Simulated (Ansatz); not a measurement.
**Ti$_{3}$Ag from its elements: all-electron against pseudopotential results**

```
Ti Ag
1.0
     4.03745    0.00000    0.00000
     0.00000    4.03745    0.00000
     0.00000    0.00000    4.03584
Ti Ag
3 1
Direct
  0.00000 0.50000 0.50000
  0.50000 0.00000 0.50000
  0.50000 0.50000 0.00000
  0.00000 0.00000 0.00000
```

The cell comes from a relaxation on PAW files under the same functional, begun from a database entry that needn't be the ground state.

Level of theory: DFT with PBEsol, scalar-relativistic, in Ansatz 0.2.0; a Γ-centred 9×9×9 k mesh, Fermi–Dirac smearing of 0.05 eV, no spin polarisation. LAPW: all electrons, basis error target 0.5 meV/atom; PAW: frozen-core files, cutoff 420 eV.

The elements are taken as Ag fcc, Ti hcp, each relaxed on PAW files under the same functional and computed by the same method as the compound; zero-point and thermal terms are left out.

The PAW files were made under PBE.

Task: Give the formation energy by each method, with the residual pressure at this cell and the LAPW gap.

Result: 

```csv
method,ΔE(formation) (eV/atom),P at this cell (GPa),gap (eV)
LAPW,0.063,-0.01,0.00
PAW,0.064,0.01,–
```

Task: Give the LAPW value for one formula unit in kJ/mol.

Result: 0.063 eV/atom × 4 atoms × 96.485 kJ/(mol·eV) = 24.3 kJ/mol, at zero temperature and without zero-point motion.
